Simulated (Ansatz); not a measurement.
# Stress against strain in Pb

```yaml
crystal:
  lattice:
    - [3.48000, 0.00000, 0.00000]
    - [-1.74000, 3.01377, 0.00000]
    - [0.00000, 0.00000, 5.59000]
  atoms:
    - { symbol: Pb, position: [0.33333, 0.66667, 0.25000] }
    - { symbol: Pb, position: [0.66667, 0.33333, 0.75000] }
```

Atoms are numbered in the order listed.

The cell is COD entry 1537623, as deposited and not checked against the literature; nothing was relaxed.

Spin–orbit coupling is left out, though it moves levels of the heavy atoms by tenths of an eV or more.

Theory: Ansatz 0.2.0, DFT, PBEsol, all-electron LAPW, scalar-relativistic.

Numerical set-up: a Γ-centred 14×14×8 k mesh, Fermi–Dirac smearing of 0.08 eV, basis error target 0.5 meV/atom, no spin polarisation.

The strain is applied along the Cartesian axes of the cell as listed (the other components stay zero). Fractional coordinates are held (clamped ions).

σ is the change of stress from the unstrained cell, which is at 1.00 GPa; tension is positive, so slopes are stress–strain coefficients at that pressure. In a metal the k mesh adds noise.

Only quantities that a quadratic follows smoothly over the whole series are listed; rougher ones are left out.

| εxx = εyy | σzz (GPa) | σxx (GPa) |
| --- | --- | --- |
| -0.0200 | -1.71 | -2.45 |
| 0.0000 | 0.00 | 0.00 |
| 0.0100 | 0.77 | 1.01 |
| 0.0200 | 1.48 | 1.90 |

Problem. Fit the series and read off the stiffness at zero strain.

Solution. Least-squares fits y = p0 + p1 x + p2 x² to the rows give σzz (GPa): p1 = 79.8, p2 = -290; σxx (GPa): p1 = 109, p2 = -680. So C13 + C23 = 80 GPa and C11 + C12 = 109 GPa, for these axes.

Problem. One run, at εxx = εyy = -0.0100, is withheld. Predict its row.

Solution. The fits give -0.83, -1.16; the run gave -0.83, -1.14.
